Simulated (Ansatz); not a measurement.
## Cd: computed property card

Cd (diamond, Fd-3m), a = b = c = 6.438 Å, α = β = γ = 90.00°; the cell used has 2 atoms.

Space group Fd-3m (No. 227), diamond; conventional cell a = 6.438 Å, b = 6.438 Å, c = 6.438 Å, α = 90.00°, β = 90.00°, γ = 90.00°.

Method: DFT-PBEsol in the program Ansatz with PAW potentials. Geometry: relaxed at this level of theory. Other levels are named where they apply.

### Cell and energy

```
Quantity              Value
---------------  ----------
Volume per atom    33.35 Å³
Density          5.60 g/cm³
```

### Electronic structure

```
Quantity                                                                    Result
------------------------------------  --------------------------------------------
Electronic character                                             metallic (no gap)
Density of states at the Fermi level  0.55 states/eV per atom (mean over ±0.08 eV)
Gap with spin–orbit coupling                                       none (metallic)
```

### Mechanics

```
Item                                                                   Result
-------------------------------------  --------------------------------------
Bulk modulus (Birch–Murnaghan fit)                                   22.8 GPa
Pressure derivative B′                                                    6.4
Elastic constants (relaxed ions, GPa)      C11 = 16.9, C12 = 26.6, C44 = -8.6
Mechanical stability                   unstable (C has a negative eigenvalue)
```

### Phonons

```
Property                                       Result
-----------------------------  ----------------------
Highest zone-centre frequency               119 cm^-1
Zone-centre stability          no imaginary mode at Γ
```

The start of the workflow was typed in or built on a structure type; neither database checked (COD, Materials Project) lists it. It is not the phase usual at ambient conditions (space group No. 194). The PBEsol relaxation kept the symmetry of its start. As this level gives no gap, shear constants depend on the k-mesh and smearing (Fermi–Dirac, 0.1 eV here). As this level gives no gap, phonon frequencies hold no LO–TO term and depend on the k-mesh and smearing (Fermi–Dirac, 0.1 eV here). Spin–orbit coupling is left out wherever it is not named.

Potentials: the later of the program's two PAW sets.
